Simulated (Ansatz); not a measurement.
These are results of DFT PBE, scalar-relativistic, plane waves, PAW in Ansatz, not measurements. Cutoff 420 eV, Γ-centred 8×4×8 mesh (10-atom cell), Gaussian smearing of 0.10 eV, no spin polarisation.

Formation energies are uncorrected and count from the elements' standard states at the same level.

Q: Suggest a trial structure for a monoclinic metal that holds Sn and 1 more element, with a formation energy near −0.47 eV/atom and a density near 6.34 g/cm³, in a cell of 10 atoms. Its symmetry should be P2_1/c (No. 14).

A: Sn4F, space group P2_1/c (No. 14). Around Sn on its first site lie 1 F at 3.10 Å, 7 Sn at 3.24–3.39 Å and 1 F at 3.48 Å; Sn on its second site has 1 F at 2.29 Å and 8 Sn at 3.13–3.45 Å; F has 2 Sn at 2.29 Å, 2 Sn at 3.10 Å and 4 Sn at 3.48–3.49 Å.

```
CELL_PARAMETERS angstrom
5.06901 0.00000 0.00000
0.00000 9.28632 0.00000
-0.05731 0.00000 5.49387
ATOMIC_POSITIONS crystal
Sn 0.55173 0.84545 0.77559
Sn 0.44827 0.34545 0.72441
Sn 0.94634 0.13757 0.84208
Sn 0.05366 0.63757 0.65792
Sn 0.05366 0.86243 0.15792
Sn 0.94634 0.36243 0.34208
Sn 0.55173 0.65455 0.27559
Sn 0.44827 0.15455 0.22441
F 0.00000 0.00000 0.50000
F 0.00000 0.50000 0.00000
```

| Property | Result |
| --- | --- |
| Volume per atom | 25.86 Å³ |
| Density | 6.34 g/cm³ |
| Formation energy | −0.47 eV/atom |
| Gap on the 8×4×8 mesh of the 10-atom cell | 0 eV (a metal) |

It was reached by relaxing an invented guess, and it needn't be the stable form of this composition. The answer needn't be unique; the calculation gave this one.

This cell was reached by moving the atoms of another relaxed cell at random and relaxing again, last within the group found; it had no such test of its own.
